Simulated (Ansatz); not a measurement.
PRu in space group Pnma (No. 62; P on 4c, Ru on 4c) at seven volumes, plane-wave PAW PBEsol (Ansatz code), shape and atoms relaxed at each. One row is withheld.

| V (Å³/atom) | P (GPa) |
|---|---|
| 11.966 | 27.05 |
| 12.360 | ? |
| 12.754 | 7.48 |
| 13.149 | 0.01 |
| 13.543 | -6.19 |
| 13.938 | -11.22 |
| 14.332 | -15.21 |

### Question
Fit the shown pressures and predict the withheld one.

### Answer
Third-order Birch–Murnaghan: P = (3/2)B₀(x^(7/2) − x^(5/2))[1 + (3/4)(B′ − 4)(x − 1)] with x = (V₀/V)^(2/3). Least squares on the six rows gives V₀ = 13.149 Å³/atom, B₀ = 223.4 GPa, B′ = 5.34. At V = 12.360, x = 1.0421 and P = 16.31 GPa. The run itself gave 16.40 GPa.

The first step of the workflow began from a Materials Project structure, measured or hypothetical; the Crystallography Open Database copy checked does not list it. Its standing as an ambient phase is unchecked. Symmetry was held in the PBEsol relaxation; whether a distortion lowers the energy is not shown. No spin polarisation was allowed.

Potentials: the later of the program's two PAW sets.
